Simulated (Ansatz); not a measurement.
# Relaxing a structure of Ta

The start is a relaxed Ta cell, doubled along one cell vector, shaken by Gaussian noise of σ = 0.08 Å a coordinate. The structure is fully relaxed (lattice and positions, P = 0) with PBEsol (plane waves to 420 eV, PAW, scalar-relativistic; Ansatz, a program for electronic structure). The first steps use a coarse 13×13×5 k-mesh.

Starting cell:
```yaml
crystal:
  lattice:
    - [-2.60974, 2.60974, 1.39079]
    - [2.60974, -2.60974, 1.39079]
    - [5.21948, 5.21948, -2.78158]
  atoms:
    - { symbol: Ta, position: [0.80933, 0.27493, 0.27011] }
    - { symbol: Ta, position: [0.76419, 0.22607, 0.75214] }
    - { symbol: Ta, position: [0.95503, 0.97038, 0.00665] }
    - { symbol: Ta, position: [0.98584, 0.97176, 0.48174] }
```

Q: By how much does the energy per atom fall from start to end?

A: 0.92 eV/atom.

Q: How does the volume change?

A: -6.7 %, from 18.94 to 17.67 Å³/atom.

Q: Is the parent structure recovered?

A: It does not go back: it reaches Im-3m (No. 229), bcc (W type), 0.79 eV/atom below the parent.

Q: How do the shortest distances between atoms change?

A: The closest pairs of elements (up to four, under 3.6 Å), start → end: Ta–Ta 2.48 → 2.84 Å.

Q: What does it relax into? Give the structure.

A: 
```cif
data_Ta2
_chemical_formula_sum 'Ta2'
_space_group_name_H-M_alt 'Im-3m'
_space_group_IT_number 229
_space_group_name_Hall '-I 4 2 3'
_cell_length_a 3.28193
_cell_length_b 3.28193
_cell_length_c 3.28193
_cell_angle_alpha 90.000
_cell_angle_beta 90.000
_cell_angle_gamma 90.000
loop_
_atom_site_label
_atom_site_type_symbol
_atom_site_symmetry_multiplicity
_atom_site_Wyckoff_symbol
_atom_site_fract_x
_atom_site_fract_y
_atom_site_fract_z
_atom_site_occupancy
Ta1 Ta 2 a 0.00000 0.00000 0.00000 1
```
(The calculation used a cell of 1 atom; values per cell refer to that cell.)

Final values are on a 20×20×20 k-mesh of the relaxed cell. The start holds a very short contact (Ta–Ta 2.48 Å). No spin polarisation in the result.

Of the parent cell (I4₁/amd (No. 141)): it is a generated cell of Ta: the first start was made by placing the elements on the sites of a structure type, and the end was not matched to a known phase here, so it may be hypothetical. Known forms of Ta include space group No. 229.
